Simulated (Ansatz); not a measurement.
**Li (Im-3m), two-dimensional strain map**

Level of theory: DFT PBEsol, scalar-relativistic, plane waves, PAW in Ansatz. Settings: plane waves to 420 eV, k-mesh 20×20×20 (Γ-centred), Gaussian smearing 0.15 eV. No spin polarisation. Energies are free energies at this smearing, counted from the undisturbed cell; pressure is positive in compression.

The undisturbed cell (as given, not relaxed at this level; it stands at -0.7 GPa):

```
Li
1.0
    -1.75000    1.75000    1.75000
     1.75000   -1.75000    1.75000
     1.75000    1.75000   -1.75000
Li
1
Direct
  0.00000 0.00000 0.00000
```

The cell is strained by p along both x and y and by q along z, fractional coordinates fixed. Points are written (p, q).

Energy above the undisturbed cell in meV/atom (a dash: not computed):

```
 p \ q  -0.080  -0.040  0.000  0.040  0.080
-0.080    32.2       ?      ?    1.4   -2.1
-0.040     7.7     1.0   -2.4      ?   -0.5
 0.000    -1.6    -2.5    0.0    4.9   11.9
 0.040     1.7       ?   12.3   21.8   32.9
 0.080    15.3    22.6   33.0   45.9   60.6
```

Task: Fill in the withheld energies.

Result: (-0.080, -0.040): 17.9; (-0.080, 0.000): 7.8; (-0.040, 0.040): -2.7; (0.040, -0.040): 5.3.